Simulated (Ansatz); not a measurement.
**As$_{10}$Se$_{12}$S$_{3}$: short dynamics, then relaxation**

A packing of 25 atoms, thrown in at random and pushed apart as soft spheres with like charges further apart (10 As, 3 S, 12 Se) went through Langevin stages in a fixed cell of 27.92 Å³/atom, at one k point, without spin and with a Fermi–Dirac width of kT (0.05 eV at least). Method: Ansatz 0.2.0, DFT PBE+D3(BJ), scalar-relativistic, plane waves, PAW.

```json
{"thermostat (K)": "1900", "duration (fs)": "72", "friction (1/fs)": "0.030", "cutoff (eV)": "320", "mean T (K)": "2178", "mean P (GPa)": "-0.3", "mean square displacement (Å²)": "0.19"}
{"thermostat (K)": "1900", "duration (fs)": "81", "friction (1/fs)": "0.030", "cutoff (eV)": "420", "mean T (K)": "2059", "mean P (GPa)": "0.3", "mean square displacement (Å²)": "0.23"}
{"thermostat (K)": "1370", "duration (fs)": "81", "friction (1/fs)": "0.030", "cutoff (eV)": "420", "mean T (K)": "1497", "mean P (GPa)": "-0.4", "mean square displacement (Å²)": "0.15"}
{"thermostat (K)": "760", "duration (fs)": "81", "friction (1/fs)": "0.030", "cutoff (eV)": "420", "mean T (K)": "871", "mean P (GPa)": "0.3", "mean square displacement (Å²)": "0.07"}
{"thermostat (K)": "300", "duration (fs)": "108", "friction (1/fs)": "0.030", "cutoff (eV)": "420", "mean T (K)": "485", "mean P (GPa)": "-1.5", "mean square displacement (Å²)": "0.10"}
```

Means run over the second half of a stage; pressure includes the kinetic part; displacements count from the stage's start, the atoms' common shift taken off. In so short a run the atoms moved about a bond length or less in the hot stages, so this is an annealed packing, not a quenched equilibrium liquid.

Cell and atoms were then relaxed on coarser meshes and computed once more: Plane waves to 420 eV, a k mesh through Γ of 2×3×3 on the computed 25-atom cell and Gaussian smearing (0.10 eV); no spin polarisation.

Q: What structure is left?

A: One draw of many: 25.68 Å³/atom with a gap on the mesh of 0.09 eV (a random packing after short dynamics, relaxed).

Counting as bonded all pairs within 1.2 times the summed covalent radii:

```
atom → neighbour mean count mean length (Å) spread (Å)
         As → As        1.40             2.60        0.11
          As → S        0.30             2.31        0.05
         As → Se        1.60             2.53        0.14
          S → As        1.00             2.31        0.05
          S → Se        1.00             2.28        0.08
         Se → As        1.33             2.53        0.14
          Se → S        0.25             2.28        0.08
         Se → Se        0.67             2.54        0.17
```

Angles between all pairs of such bonds at an atom (mean ± spread): 98 ± 24° at As, 113 ± 10° at S, 95 ± 24° at Se.

```
CELL_PARAMETERS angstrom
8.34161 -0.24478 0.66855
-0.25231 8.93776 0.12398
0.65146 0.10333 8.67406
ATOMIC_POSITIONS crystal
As 0.08506 0.62733 0.66959
As 0.29080 0.89133 0.98512
As 0.74245 0.64814 0.49273
As 0.11528 0.90424 0.62007
As 0.55641 0.37520 0.47078
As 0.44838 0.48362 0.22293
As 0.78663 0.56850 0.76218
As 0.88172 0.33998 0.60321
As 0.21687 0.24479 0.89130
As 0.52567 0.10760 0.36682
S 0.66049 0.91333 0.04656
S 0.14228 0.27656 0.65355
S 0.40810 0.71815 0.31454
Se 0.87621 0.95828 0.50258
Se 0.02217 0.89268 0.90631
Se 0.73476 0.47562 0.17600
Se 0.70231 0.16673 0.12012
Se 0.57470 0.91825 0.82072
Se 0.36807 0.63324 0.93946
Se 0.44619 0.69888 0.56488
Se 0.04548 0.51948 0.41535
Se 0.10121 0.94459 0.28125
Se 0.12401 0.47615 0.02913
Se 0.49247 0.30615 0.77602
Se 0.27293 0.17021 0.27213
```

The final mesh leaves forces up to 0.48 eV/Å and stresses up to 0.2 GPa: the relaxation ran on a coarser mesh, so the cell's shape, its bonds and its energy belong partly to that mesh.

The relaxation stopped before its thresholds.

The k mesh is coarse. An odd mesh misses points on the zone edge, so a gap read on it can be too wide.

Cost: 6 runs of about 59 core-minutes in all (earlier runs that led there not counted), on Arm Neoverse V2 (shared hosts).